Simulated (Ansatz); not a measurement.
**MgH10C2S2N2O8 with H2O: what it costs to drive out H2O**

Method: DFT PBE+D3(BJ), scalar-relativistic, plane waves, PAW (Ansatz).

Cutoff 420 eV; k points 4×4×4 on the computed 37-atom cell (Γ-centred); Gaussian smearing, width 0.02 eV; no spin polarisation for the host; each changed cell takes a mesh and smearing chosen by its own gap and starts from the host's moments or customary ones, or runs without spin. Cells and atoms are relaxed to the nearest stationary point that keeps the symmetry of their start (forces under 0.02 to 0.04 eV/Å, stress under 0.1 to 0.2 GPa); energies are at zero smearing, without zero-point or thermal terms.

Relaxed crystal, with 4 H2O in the cell:

```yaml
crystal:
  lattice:
    - [6.79236, 0.00501, 0.03625]
    - [1.28760, 6.93732, 0.04388]
    - [2.22571, 1.54243, 6.70410]
  atoms:
    - { symbol: Mg, position: [0.00000, 0.50000, 0.00000] }
    - { symbol: H, position: [0.74455, 0.11957, 0.12536] }
    - { symbol: H, position: [0.25545, 0.88043, 0.87464] }
    - { symbol: H, position: [0.58593, 0.93964, 0.19125] }
    - { symbol: H, position: [0.41407, 0.06036, 0.80875] }
    - { symbol: H, position: [0.79815, 0.90009, 0.28146] }
    - { symbol: H, position: [0.20185, 0.09991, 0.71854] }
    - { symbol: H, position: [0.43075, 0.19796, 0.36869] }
    - { symbol: H, position: [0.56925, 0.80204, 0.63131] }
    - { symbol: H, position: [0.65022, 0.15326, 0.46441] }
    - { symbol: H, position: [0.34978, 0.84674, 0.53559] }
    - { symbol: H, position: [0.05285, 0.25389, 0.34945] }
    - { symbol: H, position: [0.94715, 0.74611, 0.65055] }
    - { symbol: H, position: [0.16923, 0.12769, 0.18889] }
    - { symbol: H, position: [0.83077, 0.87231, 0.81111] }
    - { symbol: H, position: [0.40730, 0.44745, 0.74919] }
    - { symbol: H, position: [0.59270, 0.55255, 0.25081] }
    - { symbol: H, position: [0.25052, 0.47017, 0.62651] }
    - { symbol: H, position: [0.74948, 0.52983, 0.37349] }
    - { symbol: C, position: [0.54914, 0.08361, 0.41654] }
    - { symbol: C, position: [0.45086, 0.91639, 0.58346] }
    - { symbol: S, position: [0.20092, 0.72350, 0.25221] }
    - { symbol: S, position: [0.79908, 0.27650, 0.74779] }
    - { symbol: N, position: [0.67845, 0.00416, 0.24194] }
    - { symbol: N, position: [0.32155, 0.99584, 0.75806] }
    - { symbol: O, position: [0.08342, 0.25467, 0.20613] }
    - { symbol: O, position: [0.91658, 0.74533, 0.79387] }
    - { symbol: O, position: [0.25853, 0.43800, 0.76575] }
    - { symbol: O, position: [0.74147, 0.56200, 0.23425] }
    - { symbol: O, position: [0.32502, 0.55078, 0.34895] }
    - { symbol: O, position: [0.67498, 0.44922, 0.65105] }
    - { symbol: O, position: [0.99418, 0.76285, 0.39583] }
    - { symbol: O, position: [0.00582, 0.23715, 0.60417] }
    - { symbol: O, position: [0.31734, 0.90247, 0.18192] }
    - { symbol: O, position: [0.68266, 0.09753, 0.81808] }
    - { symbol: O, position: [0.16659, 0.68381, 0.07046] }
    - { symbol: O, position: [0.83341, 0.31619, 0.92954] }
```

Cases: (1) atoms 12, 13, 14, 15, 16, 17, 18, 19, 26, 27, 28, 29 removed; (2) atoms 12, 14, 26 removed; (3) atoms 12, 14, 16, 18, 26, 28 removed.

The table gives the cost to move each H2O into the gas, before and after the rest relaxes.

```csv
case,H2O removed,left,frozen (eV each),relaxed (eV each),relaxed (kJ/mol),ΔV (%),space group,gap (eV)
1,4,MgH10C2S2N2O8,2.08,0.90,87,-22.2,P-1,5.60
2,1,MgH16C2S2N2O11,1.65,1.28,123,-1.4,P1,5.34
3,2,MgH14C2S2N2O10,1.79,1.31,126,-0.6,P1,5.04
```

The emptied cells are the nearest stationary points found and need not be the stable phases of those compositions.

In MgH10C2S2N2O8 a bond of the host changes by more than 0.6 Å or the volume by a third: the framework has rearranged or swollen or shrunk strongly, and the figure may no longer describe a topotactic step.

Cost: 4 runs of about 54 core-minutes in all, on Arm Neoverse V1 (shared hosts).